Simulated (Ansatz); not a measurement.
A distorted cell of CsPbCl₃ (cubic perovskite):

```
CsPbCl3
1.0
    5.67350     0.00000     0.00000
    0.00000     5.67350     0.00000
    0.00000     0.00000     5.67350
Cs Pb Cl
1 1 3
Direct
  0.91026   0.91026   0.00000
  0.50000   0.50000   0.50000
  0.00000   0.50000   0.50000
  0.50000   0.50000   0.00000
  0.50000   0.00000   0.50000
```

Method: r2SCAN (plane waves to 500 eV, PAW, scalar-relativistic; Ansatz, a first-principles code). k mesh 5×5×5 (Γ-centred), Fermi-Dirac smearing 0.05 eV. E stands for the smeared free energy. Stress and pressure are positive under compression. CsPbCl3 was relaxed with its symmetry unable to fall. Spin-orbit coupling is left out, though Pb is heavy. This is a high-temperature form of CsPbCl3.

Predict the force on every atom, in eV/Å.


```csv
atom,Fx,Fy,Fz
Cs1,0.313,0.313,0.000
Pb2,-0.141,-0.141,0.000
Cl3,-0.046,0.026,0.000
Cl4,-0.152,-0.152,0.000
Cl5,0.026,-0.046,0.000
```

Give the stress tensor in GPa and the pressure.


```
   0.70     0.63     0.00
   0.63     0.70     0.00
   0.00     0.00     0.49
```
The pressure, a third of the trace, is 0.63 GPa.

In it atom 1 sits (-0.509, -0.509, 0.000) Å away from its relaxed site. What is its energy relative to the relaxed cell?

96 meV/cell.

(A displaced cell: forces are minus the slopes of the energy, force constants its curvatures, and phonons follow from these.)
